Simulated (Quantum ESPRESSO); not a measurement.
Simulation results for Mg$_{3}$GaSe$_{3}$S (made-up cell)

Calculation on a made-up crystal cell, not a measurement: periodic Kohn-Sham density functional theory in plane waves with PseudoDojo standard norm-conserving scalar-relativistic pseudopotentials, each functional with its own files (v0.5 for PBE, v0.4.1 for LDA and PBEsol), no spin polarisation, no spin-orbit coupling, atoms not relaxed, stress positive in tension, energies less a fixed whole-eV offset for each atom's element; levels are Kohn-Sham levels at fractions of this cell's reciprocal vectors, counted from the reference band (half the neutral cell's valence electrons, rounded up) at Gamma; error bars cover cutoff and k-mesh only, not smearing or the files; added strain carries the atoms with the cell, and shear is the tensor component; each bar is the largest change over components, and at least 0.002 eV, 0.002 eV per angstrom or 0.02 GPa; energies are for the whole cell, and the offsets were chosen from early runs and are not element reference energies. Program: Quantum ESPRESSO 7.5.

Mg$_{3}$GaSe$_{3}$S (made-up cell)

```cif
# cell vector a (Å): 4.1216 0.0000 0.0000
# cell vector b (Å): 0.0000 7.1389 0.0000
# cell vector c (Å): 0.0000 0.0000 6.7307
data_Mg3GaSe3S
_symmetry_space_group_name_H-M 'P 1'
_symmetry_Int_Tables_number 1
_cell_length_a 4.1216
_cell_length_b 7.1389
_cell_length_c 6.7307
_cell_angle_alpha 90.000
_cell_angle_beta 90.000
_cell_angle_gamma 90.000
_cell_volume 198.04
loop_
_atom_site_label
_atom_site_type_symbol
_atom_site_fract_x
_atom_site_fract_y
_atom_site_fract_z
_atom_site_occupancy
Mg1 Mg 0.01000 0.99752 0.00021 1
Ga1 Ga 0.49624 0.48813 0.00143 1
Mg2 Mg 0.50354 0.17192 0.49867 1
Mg3 Mg 0.99692 0.68232 0.51497 1
Se1 Se 0.99296 0.99968 0.36498 1
Se2 Se 0.50024 0.49454 0.38882 1
S1 S 0.49624 0.16428 0.87208 1
Se3 Se 0.99146 0.66131 0.88839 1
```

Settings of this run: lattice type wurtzite, functional pbe, cutoff 1170 eV, fermi dirac smearing 0.1 eV, scf tolerance 1e-07 eV, electrons removed 0 and k mesh 6 x 6 x 6, shifted by half a step.

The calculation gives: pressure 3.576 GPa; stress xx -2.924 GPa; stress yy -4.523 GPa; stress zz -3.282 GPa; stress yz 0.575 GPa; stress xz 0.2857 GPa; stress xy -0.1223 GPa; fermi level 1.356 eV; reference band 49; error bar stress 0.07847 GPa; error bar force 0.0174 eV/Å; error bar next band up 0.003252 eV; error bar fermi level 0.005777 eV; error bars from tighter rerun of this cell.

Atoms:
```csv
atoms element,atom site
Mg,1
Ga,2
Mg,3
Mg,4
Se,5
Se,6
S,7
Se,8
```

Forces:
```csv
site,x (eV/Å),y (eV/Å),z (eV/Å)
1,-0.1872,0.5694,-0.7054
2,-0.1128,-0.2148,0.08117
3,-0.2134,-0.6614,0.5638
4,0.05866,-0.5507,-0.2588
5,0.215,0.3313,0.5266
6,-0.075,0.884,-0.1879
7,0.1987,-0.3312,0.02367
8,0.1161,-0.02669,-0.04318
```

Levels:
```csv
level k point,next band up (eV)
Gamma,2.086
"(1/2,1/2,1/2)",2.433
"(0.15,0,0)",2.758
"(0,0.15,0)",2.269
"(0,0,0.15)",2.238
```
